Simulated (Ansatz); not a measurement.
The start is a generated cell, SiO2 placed in the alpha-quartz structure type. A full variable-cell relaxation at zero pressure is run with PBE (plane waves to 420 eV, PAW, scalar-relativistic; Ansatz, a quantum-chemistry and plane-wave program). The first steps use a coarse 6×6×5 k-mesh.

Starting cell:
```yaml
crystal:
  lattice:
    - [4.91400, 0.00000, 0.00000]
    - [-2.45700, 4.25565, 0.00000]
    - [0.00000, 0.00000, 5.40600]
  atoms:
    - { symbol: Si, position: [0.46990, 0.00000, 0.83333] }
    - { symbol: Si, position: [0.00000, 0.46990, 0.16667] }
    - { symbol: Si, position: [0.53010, 0.53010, 0.50000] }
    - { symbol: O, position: [0.41300, 0.26680, 0.71400] }
    - { symbol: O, position: [0.73320, 0.14620, 0.04734] }
    - { symbol: O, position: [0.85380, 0.58700, 0.38067] }
    - { symbol: O, position: [0.14620, 0.73320, 0.95266] }
    - { symbol: O, position: [0.26680, 0.41300, 0.28600] }
    - { symbol: O, position: [0.58700, 0.85380, 0.61933] }
```

**Question.** What pressure does the first self-consistent step give?

**Answer.** +7.4 GPa (positive: the cell is compressed).

**Question.** What is the largest force in the starting geometry, and on which atom (counted from 1)?

**Answer.** 0.38 eV/Å, on O4, O5, O6, O7, O8, O9 (atoms numbered as listed).

**Question.** By how much does the energy per atom fall from start to end?

**Answer.** 12 meV/atom.

**Question.** How does the volume per atom move from start to end?

**Answer.** +6.4 %, from 12.56 to 13.36 Å³/atom.

**Question.** How do the shortest distances between atoms change?

**Answer.** The closest pairs of elements (up to four, under 3.6 Å), start → end: O–Si 1.61 → 1.63 Å; O–O 2.61 → 2.63 Å; Si–Si 3.06 → 3.12 Å.

**Question.** Is the relaxed structure metallic? Give its gap.

**Answer.** 5.69 eV, indirect (valence top at K, conduction bottom at Γ) (no spin-orbit coupling).

The space group stays P3₁21 (No. 152) (the run could not lower it); the end is AFLOW prototype A2B_hP9_152_c_a (as in SiO2), with 9 atoms in the primitive cell. Final values are on a 8×8×6 k-mesh of the relaxed cell. No spin polarisation in the result.

The run could not lose the symmetry of its start.
